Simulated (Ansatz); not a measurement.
## LaTe (Fm-3m): the size of the finite step

```yaml
crystal:
  lattice:
    - [0.00000, 3.24845, 3.24845]
    - [3.24845, 0.00000, 3.24845]
    - [3.24845, 3.24845, 0.00000]
  atoms:
    - { symbol: La, position: [0.00000, 0.00000, 0.00000] }
    - { symbol: Te, position: [0.50000, 0.50000, 0.50000] }
```

Conventional cell: a = 6.497 Å, b = 6.497 Å, c = 6.497 Å, α = 90.00°, β = 90.00°, γ = 90.00°. Around La (atom 1) lie 6 Te at 3.25 Å. Around Te (atom 2) lie 6 La at 3.25 Å.

Level of theory, where no other is named: r²SCAN, PAW on Ansatz 0.2.0's default frozen-core files (fitted under PBE), scalar-relativistic. k mesh 14×14×14, strains of ±0.003, Fermi-Dirac smearing of 0.100 eV, cutoff 500 eV. The cell was relaxed by PAW under this functional.

Task: Elastic constants come from stresses at strains of ±0.003 (two-point stencil): C11 = 143.9, C12 = 14.0, C44 = 10.2 GPa. What does an amplitude of 0.02 give?

Result: C11 = 145.2, C12 = 13.9, C44 = 10.3 GPa. Nothing moves by 1 %.

Keep in mind: frozen-core PAW files fitted under PBE, their cores solved anew for the functional of the run; responses of metals move with mesh and smearing; the softest shear constant rests on one k mesh, and a soft shear can herald a distortion on cooling.
